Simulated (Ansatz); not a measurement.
MgH₂:
```
CELL_PARAMETERS angstrom
      4.47651     0.00000     0.00000
      0.00000     4.47651     0.00000
      0.00000     0.00000     3.00771
ATOMIC_POSITIONS crystal
  Mg 0.50000 0.50000 0.50000
  Mg 0.00000 0.00000 0.00000
  H  0.69549 0.69549 0.00000
  H  0.30451 0.30451 0.00000
  H  0.80451 0.19549 0.50000
  H  0.19549 0.80451 0.50000
```

Tensor components refer to the Cartesian frame of this cell.

Q: Give the high-frequency dielectric tensor and the Born effective charge tensors of the independent atoms from DFPT, DFT-PBEsol in the program Ansatz with PAW potentials.

A: 
ε∞:
```
4.16  0.00  0.00
0.00  4.16  0.00
0.00  0.00  4.21
```
Z* of atom 1 (Mg), rows: field, columns: displacement, in e:
```
 1.85  -0.12   0.00
-0.12   1.85   0.00
 0.00   0.00   1.95
```
Z* of atom 3 (H), rows: field, columns: displacement, in e:
```
-0.93  -0.22   0.00
-0.22  -0.93   0.00
 0.00   0.00  -0.97
```

Space group P4_2/mnm (rutile). The cell was relaxed with PBEsol under the symmetry of its start.

Potentials: the later of the program's two PAW sets.
